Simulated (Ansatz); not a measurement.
Ansatz (a quantum-chemistry and plane-wave program) input:

Ansatz 0.2 input:
```yaml
crystal:
  lattice:
    - [0.0, 1.8770668692, 1.8770668692]
    - [1.8770668692, 0.0, 1.8770668692]
    - [1.8770668692, 1.8770668692, 0.0]
  atoms:
    - { symbol: Rh, position: [0.0, 0.0, 0.0] }
kpoints:
  mp_grid: { grid: [39, 39, 39] }
hamiltonian:
  xc: lda
  pseudopotentials: { azcp: { folder: ./paw }, kind: paw }
scf:
  occupations: { method: fermi_dirac, width: 0.1 }
elastic: { mode: relaxed_ion, stencil: two_point, amplitude: 0.005, f_tol: 0.0005 }
```

Output (shortened):

```
Pseudopotential: Rh, paw, valence charge 17
Functional definition: SPW92
Crystal: 1 atoms, lattice volume = 13.227 Å³
Basis set: ecut = 420 eV, 259 PW (Γ)
Bands: 13, of which v1, the nominal top of the filled ones, is band 9 counted from 1 (8 counted from 0)
Symmetry: 48 space group operations
Space group: Fm-3m (ITA 225), of the structure as read, at distance tolerance 2.4e-5 Å
k-points: 1540 of 59319
SCF iter   1: F=—  HF=-6279.318848 eV  |F-HF|=—  |Δ(HF+E_count)|=         —  Δρ=1.24e-1  dr2=1.84e0  ethr=3.10e-3  ⟨swp⟩=5.0  Hψ=106942  notcnv=0
preconditioner: auto → none
SCF iter   2: F=—  HF=-6278.764619 eV  |F-HF|=—  |Δ(HF+E_count)|=   5.54e-1  Δρ=4.74e-2  dr2=1.66e-1  ethr=3.10e-3  ⟨swp⟩=2.1  Hψ=50560  notcnv=0
SCF iter   3: F=—  HF=-6278.710485 eV  |F-HF|=—  |Δ(HF+E_count)|=   5.41e-2  Δρ=1.57e-2  dr2=9.17e-3  ethr=9.77e-4  ⟨swp⟩=2.6  Hψ=40560  notcnv=0
SCF iter   4: F=—  HF=-6278.708028 eV  |F-HF|=—  |Δ(HF+E_count)|=   2.46e-3  Δρ=9.67e-4  dr2=7.87e-5  ethr=5.39e-5  ⟨swp⟩=2.0  Hψ=27507  notcnv=0
SCF iter   5: F=—  HF=-6278.708018 eV  |F-HF|=—  |Δ(HF+E_count)|=   1.03e-5  Δρ=7.27e-5  dr2=5.49e-7  ethr=4.63e-7  ⟨swp⟩=2.5  Hψ=30175  notcnv=0
SCF iter   6: F=—  HF=-6278.708020 eV  |F-HF|=—  |Δ(HF+E_count)|=   1.81e-6  Δρ=5.03e-6  dr2=2.89e-9  ethr=3.23e-9  ⟨swp⟩=2.0  Hψ=33261  notcnv=0
SCF iter   7: F=—  HF=-6278.708020 eV  |F-HF|=—  |Δ(HF+E_count)|=  4.87e-10  Δρ=1.77e-7  dr2=6.36e-13  ethr=1.70e-11  ⟨swp⟩=2.2  Hψ=26186  notcnv=0
SCF iter   8: F=-6278.708020 eV  HF=-6278.708020 eV  |F-HF|=3.64e-12  |Δ(HF+E_count)|=  1.82e-12  Δρ=7.67e-9  dr2=2.14e-15  ethr=1.00e-12  ⟨swp⟩=4.2  Hψ=65516  notcnv=0
SCF 1 converged in 8 iterations: F = -6278.708020 eV  dr2 = 2.14e-15
Crystal: 1 atoms, lattice volume = 13.161 Å³
Symmetry: 16 space group operations
k-points: 4200 of 59319
iter 1 solved again at ethr=2.75e-7 eV; its pass at ethr=3.10e-3 eV (dr2=4.68e-5 eV) is discarded
SCF iter   1: F=—  HF=-6278.707356 eV  |F-HF|=—  |Δ(HF+E_count)|=         —  Δρ=5.58e-4  dr2=2.00e-5  ethr=2.75e-7  ⟨swp⟩=2.0  Hψ=366962  notcnv=0
preconditioner: auto → none
SCF iter   2: F=—  HF=-6278.707354 eV  |F-HF|=—  |Δ(HF+E_count)|=   1.69e-6  Δρ=2.98e-4  dr2=3.64e-6  ethr=1.18e-7  ⟨swp⟩=2.1  Hψ=72828  notcnv=0
SCF iter   3: F=—  HF=-6278.707352 eV  |F-HF|=—  |Δ(HF+E_count)|=   1.57e-6  Δρ=1.09e-4  dr2=4.91e-7  ethr=2.14e-8  ⟨swp⟩=2.3  Hψ=85132  notcnv=0
SCF iter   4: F=—  HF=-6278.707353 eV  |F-HF|=—  |Δ(HF+E_count)|=   2.09e-7  Δρ=8.83e-6  dr2=5.58e-9  ethr=2.89e-9  ⟨swp⟩=2.1  Hψ=71129  notcnv=0
SCF iter   5: F=—  HF=-6278.707353 eV  |F-HF|=—  |Δ(HF+E_count)|=  8.76e-10  Δρ=1.65e-6  dr2=1.64e-10  ethr=3.28e-11  ⟨swp⟩=2.1  Hψ=78466  notcnv=0
SCF iter   6: F=-6278.707353 eV  HF=-6278.707353 eV  |F-HF|=1.82e-12  |Δ(HF+E_count)|=  3.64e-12  Δρ=4.44e-8  dr2=6.22e-14  ethr=1.00e-12  ⟨swp⟩=3.7  Hψ=222070  notcnv=0
SCF 2 converged in 6 iterations: F = -6278.707353 eV  dr2 = 6.22e-14
Crystal: 1 atoms, lattice volume = 13.293 Å³
iter 1 solved again at ethr=2.63e-10 eV; its pass at ethr=3.10e-3 eV (dr2=4.47e-8 eV) is discarded
SCF iter   1: F=—  HF=-6278.707660 eV  |F-HF|=—  |Δ(HF+E_count)|=         —  Δρ=2.23e-5  dr2=4.07e-8  ethr=2.63e-10  ⟨swp⟩=2.5  Hψ=361876  notcnv=0
preconditioner: auto → none
SCF iter   2: F=—  HF=-6278.707660 eV  |F-HF|=—  |Δ(HF+E_count)|=   1.03e-8  Δρ=7.48e-6  dr2=3.73e-9  ethr=2.40e-10  ⟨swp⟩=2.3  Hψ=81322  notcnv=0
SCF iter   3: F=—  HF=-6278.707660 eV  |F-HF|=—  |Δ(HF+E_count)|=   1.18e-9  Δρ=3.58e-6  dr2=4.40e-10  ethr=2.19e-11  ⟨swp⟩=2.4  Hψ=84272  notcnv=0
SCF iter   4: F=—  HF=-6278.707660 eV  |F-HF|=—  |Δ(HF+E_count)|=  3.46e-11  Δρ=5.99e-7  dr2=1.11e-11  ethr=2.59e-12  ⟨swp⟩=1.0  Hψ=54600  notcnv=0
SCF iter   5: F=—  HF=-6278.707660 eV  |F-HF|=—  |Δ(HF+E_count)|=  1.82e-12  Δρ=5.89e-8  dr2=1.16e-13  ethr=6.52e-14 (applied; sched 1.00e-12)  ⟨swp⟩=1.0  Hψ=54758  notcnv=0
SCF iter   6: F=-6278.707660 eV  HF=-6278.707660 eV  |F-HF|=2.73e-12  |Δ(HF+E_count)|=  9.09e-13  Δρ=4.39e-9  dr2=8.79e-16  ethr=1.00e-12  ⟨swp⟩=3.8  Hψ=150422  notcnv=0
SCF 3 converged in 6 iterations: F = -6278.707660 eV  dr2 = 8.79e-16
Crystal: 1 atoms, lattice volume = 13.227 Å³
Symmetry: 8 space group operations
k-points: 8000 of 59319
iter 1 solved again at ethr=1.86e-7 eV; its pass at ethr=3.10e-3 eV (dr2=3.17e-5 eV) is discarded
SCF iter   1: F=—  HF=-6278.707796 eV  |F-HF|=—  |Δ(HF+E_count)|=         —  Δρ=4.69e-4  dr2=6.91e-6  ethr=1.86e-7  ⟨swp⟩=2.0  Hψ=679871  notcnv=0
preconditioner: auto → none
SCF iter   2: F=—  HF=-6278.707795 eV  |F-HF|=—  |Δ(HF+E_count)|=   1.31e-6  Δρ=1.73e-4  dr2=7.93e-7  ethr=4.07e-8  ⟨swp⟩=2.0  Hψ=153170  notcnv=0
SCF iter   3: F=—  HF=-6278.707793 eV  |F-HF|=—  |Δ(HF+E_count)|=   1.76e-6  Δρ=3.56e-5  dr2=2.98e-8  ethr=4.66e-9  ⟨swp⟩=1.0  Hψ=104120  notcnv=0
SCF iter   4: F=—  HF=-6278.707793 eV  |F-HF|=—  |Δ(HF+E_count)|=  1.84e-10  Δρ=4.34e-6  dr2=1.27e-9  ethr=1.75e-10  ⟨swp⟩=1.7  Hψ=122935  notcnv=0
SCF iter   5: F=—  HF=-6278.707793 eV  |F-HF|=—  |Δ(HF+E_count)|=  2.29e-10  Δρ=1.97e-6  dr2=3.12e-10  ethr=7.46e-12  ⟨swp⟩=2.2  Hψ=167276  notcnv=0
SCF iter   6: F=—  HF=-6278.707793 eV  |F-HF|=—  |Δ(HF+E_count)|=  7.46e-11  Δρ=8.51e-7  dr2=5.49e-11  ethr=1.84e-12  ⟨swp⟩=1.4  Hψ=116605  notcnv=0
SCF iter   7: F=—  HF=-6278.707793 eV  |F-HF|=—  |Δ(HF+E_count)|=  1.64e-11  Δρ=1.87e-7  dr2=2.49e-12  ethr=3.23e-13 (applied; sched 1.00e-12)  ⟨swp⟩=2.6  Hψ=148504  notcnv=0
SCF iter   8: F=-6278.707793 eV  HF=-6278.707793 eV  |F-HF|=9.09e-13  |Δ(HF+E_count)|=  2.73e-12  Δρ=2.20e-8  dr2=3.21e-14  ethr=1.00e-12  ⟨swp⟩=2.5  Hψ=365642  notcnv=0
SCF 4 converged in 8 iterations: F = -6278.707793 eV  dr2 = 3.21e-14
Crystal: 1 atoms, lattice volume = 13.227 Å³
iter 1 solved again at ethr=1.19e-10 eV; its pass at ethr=3.10e-3 eV (dr2=2.02e-8 eV) is discarded
SCF iter   1: F=—  HF=-6278.707793 eV  |F-HF|=—  |Δ(HF+E_count)|=         —  Δρ=1.64e-5  dr2=1.91e-8  ethr=1.19e-10  ⟨swp⟩=2.4  Hψ=679069  notcnv=0
preconditioner: auto → none
SCF iter   2: F=—  HF=-6278.707793 eV  |F-HF|=—  |Δ(HF+E_count)|=   5.37e-9  Δρ=6.01e-6  dr2=1.66e-9  ethr=1.12e-10  ⟨swp⟩=2.3  Hψ=153850  notcnv=0
SCF iter   3: F=—  HF=-6278.707793 eV  |F-HF|=—  |Δ(HF+E_count)|=  6.18e-10  Δρ=2.89e-6  dr2=1.81e-10  ethr=9.76e-12  ⟨swp⟩=2.4  Hψ=164855  notcnv=0
SCF iter   4: F=—  HF=-6278.707793 eV  |F-HF|=—  |Δ(HF+E_count)|=  5.46e-11  Δρ=5.47e-7  dr2=6.42e-12  ethr=1.07e-12  ⟨swp⟩=1.0  Hψ=104000  notcnv=0
SCF iter   5: F=-6278.707793 eV  HF=-6278.707793 eV  |F-HF|=3.64e-12  |Δ(HF+E_count)|=  1.82e-12  Δρ=5.44e-8  dr2=6.30e-14  ethr=1.00e-12  ⟨swp⟩=2.7  Hψ=379832  notcnv=0
SCF 5 converged in 5 iterations: F = -6278.707793 eV  dr2 = 6.30e-14
SCF converged after 8 iterations
Free energy (F): -6278.708020 eV
Harris-Foulkes:  -6278.708020 eV  (|F-HF|=3.64e-12)
Internal energy: -6278.667091 eV  (E = F + TS)
E sigma→0 (E₀):  -6278.687555 eV
Entropy (-TS):   -0.040929 eV (-40.929 meV/atom)
Fermi energy:    23.216942 eV
--- Per-component energies (eV) ---
  E_band       = -72.971666
  E_kinetic    = 539.034859
  E_local      = -1428.991741  (includes V_loc(G=0)·N_el)
  E_nonlocal   = 303.992680
  E_hartree    = 529.599862
  E_xc         = -201.389861
  E_vxc        = -253.796556  (∫ρ·V_xc dr)
  E_paw        = -3480.350916  (= ΣΔE_a)
  E_vpaw       = -292.410587  (= ΣTr[D̂ρ^β])
  E_aug_tail   = -0.000046  (compensation charges beyond the density's cutoff)
  E_ewald      = -2541.184410
  E_core_change = 0.622482  (= ΣΔE_core)
  E_smearing   = -0.040929  (= −TS)
  E_closure    =  0.000000  (closes the sum)
  Σ components = -6278.708020   (vs F -6278.708020, Δ=0.00e0)
  [band-id]    e_kinetic+e_local+e_nonlocal+2·e_hartree+e_vxc+e_vpaw+e_augmentation_tail = -72.971667   (vs E_band -72.971666, Δ=-1.44e-6)
--- Forces (eV/Å), atoms counted from 1 ---
  atom   1  Rh     0.00000000     0.00000000     0.00000000
  max |Σ_I F_I| component: 0.0 eV/Å
--- Stress (GPa, compression-positive) ---
        0.353227       0.000000       0.000000
        0.000000       0.353227       0.000000
        0.000000       0.000000       0.353227
  P = ⅓ Tr σ = 0.3532 GPa (3.532 kbar)
--- Band table (eV; the first three rows and the last of 1540) ---
  k-point 0: bands = ["-55.6356", "-23.1008", "-23.1008", "-23.1008", "14.8908", "19.9221", "19.9221", "19.9221", "22.1784", "22.1784", "38.9705", "44.4428", "44.4428"]
  k-point 1: bands = ["-55.6348", "-23.1065", "-23.1016", "-23.1016", "14.9186", "19.9090", "19.9335", "19.9335", "22.1716", "22.1716", "39.0123", "44.2918", "44.4840"]
  k-point 2: bands = ["-55.6322", "-23.1233", "-23.1038", "-23.1038", "15.0011", "19.8713", "19.9668", "19.9668", "22.1525", "22.1525", "39.1352", "43.8842", "44.6062"]
  k-point 1539: bands = ["-55.4565", "-23.6659", "-23.6481", "-23.4182", "17.8828", "19.0529", "19.2818", "21.9391", "24.2791", "32.9183", "33.1156", "34.7818", "36.3263"]
--- Elastic constants: 2 strain directions × 2 members + reference (group order 48) ---
  dense FFT box of the reference and of every strained cell: 18×18×18
  strains applied: 11, 23; error gains: componentwise 1.00 (the most a stress slope's error grows in a printed constant), spectral 1.73 (1 for all six strains …
  C = ∂σ_k/∂η_j (tension-positive GPa; Voigt order 11 22 33 23 13 12):
       499.481    226.236    226.236      0.000      0.000      0.000
       226.236    499.481    226.236      0.000      0.000      0.000
       226.236    226.236    499.481      0.000      0.000      0.000
         0.000      0.000      0.000    220.766      0.000      0.000
         0.000      0.000      0.000      0.000    220.766      0.000
         0.000      0.000      0.000      0.000      0.000    220.766
  reference stress σ⁰ (GPa):     -0.353     -0.353     -0.353      0.000      0.000      0.000
  C* (energy form; C + prestress term) asymmetry max|C*_kj − C*_jk| = 1.421e-13 GPa — a small one proves nothing (zero by symmetry where the batch's group is …
  moduli (Voigt/Reuss/Hill, GPa): K = 317.32/317.32/317.32   G = 187.11/177.13/182.12   E = 458.62   ν = 0.259
  mechanically stable: yes (min eigenvalue of sym C = 220.77 GPa)
  where every solve meets its electron count the energy-path curvature estimates C_jj along a normal strain and C_jj − ¼(σ⁰_aa + σ⁰_bb) along a shear (ab), of …
  strain η (Voigt 11):  stress-route row diagonal C_11 = 499.48 GPa, energy-path curvature d²(F+E_count+ΔE)/dδ²/Ω₀ = 499.47 GPa
         δ    σ_11 (GPa)             F (eV)   n_scf  n_hpsi   n_pw
    -5.000e-3      -2.8908       -6278.7073527       6  946989    271   relax 0 steps, max|allowed force component| 0.00e0 eV/Å
     5.000e-3       2.1040       -6278.7076597       6  837660    274   relax 0 steps, max|allowed force component| 0.00e0 eV/Å
  strain η (Voigt 23):  stress-route row diagonal C_44 = 220.77 GPa, energy-path curvature d²(F+E_count+ΔE)/dδ²/Ω₀ = 220.95 GPa
         δ    σ_23 (GPa)             F (eV)   n_scf  n_hpsi   n_pw
    -5.000e-3      -1.1038       -6278.7077929       8  1954129    273   relax 0 steps, max|allowed force component| 0.00e0 eV/Å
     5.000e-3       1.1038       -6278.7077929       5  1577618    273   relax 0 steps, max|allowed force component| 0.00e0 eV/Å
```

Cost: roughly 4 core-minutes on shared cores.

Symmetry was held in the LDA relaxation. No spin polarisation was allowed. As this level gives no gap, shear constants depend on the k-mesh and smearing (Fermi–Dirac, 0.1 eV here). On the denser mesh and wider smearing of the elastic run this cell carries a stress of 0.4 GPa. Scalar-relativistic: spin–orbit coupling is off unless named, which matters more the heavier the elements.

Potentials: the earlier of the program's two PAW sets.

Ansatz is a plane-wave DFT program.
